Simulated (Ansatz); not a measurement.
A generator proposed this cell of SnGe5.

```
Sn Ge
1.0
     6.29062    0.00000    0.00000
     0.00000    6.29062    0.00000
     0.00000    0.00000    3.39826
Sn Ge
1 5
Direct
  0.00000 0.00000 0.50000
  0.28688 0.28688 0.50000
  0.71312 0.71312 0.50000
  0.71312 0.28688 0.50000
  0.28688 0.71312 0.50000
  0.50000 0.50000 0.50000
```

The calculation used Ansatz 0.2.0, DFT PBE, scalar-relativistic, plane waves, PAW. Settings: cutoff 420 eV, Γ-centred mesh 4×4×6 on the computed 6-atom cell, Gaussian smearing of 0.10 eV; no spin polarisation.

Formation energies are uncorrected and refer to the elements' standard structures at the same level. The references include grey tin.

Task: Estimate its pressure, forces and energy as it stands.

Result: The pressure is 46.2 GPa (the mean over three directions, positive in compression), the largest force is 11.73 eV/Å, and the energy is +2.66 eV/atom against the elements. The shortest distance is 1.90 Å.

Task: How much does it gain on relaxing, and where does it end?

Result: Relaxing gains about 2.1 eV/atom (the start's value is from the coarse mesh, so the gain is rough) in 18 ionic steps and ends at +0.57 eV/atom on the finer mesh. The symmetry stays P4/mmm (No. 123). The volume per atom grows by 21.5 %, from 22.4 to 27.2 Å³. The shortest distance goes from 1.90 Å (Ge–Ge) to 2.59 Å (Ge–Ge). The ratio c/a of the conventional cell changes by a factor of 0.66. Conventional cell: a = 7.727 Å, c = 2.738 Å. Sn has 2 Sn at 2.74 Å and 4 Ge at 2.87 Å; around Ge on a site of symmetry m2m lie 3 Ge at 2.59–2.74 Å and 1 Sn at 2.87 Å; Ge on a site of symmetry 4/mmm is surrounded by 6 Ge at 2.59–2.74 Å.

The last run used a 6×6×14 mesh (in the run's order of axes) for its 6-atom cell and Gaussian smearing of 0.10 eV. The relaxation can't lower the symmetry of the start. A structure relaxed within its symmetry needn't be a true minimum. Another cell of SnGe5 relaxed alike, in P-62m, lies 276 meV/atom lower, so this cell isn't the stable form at this level.
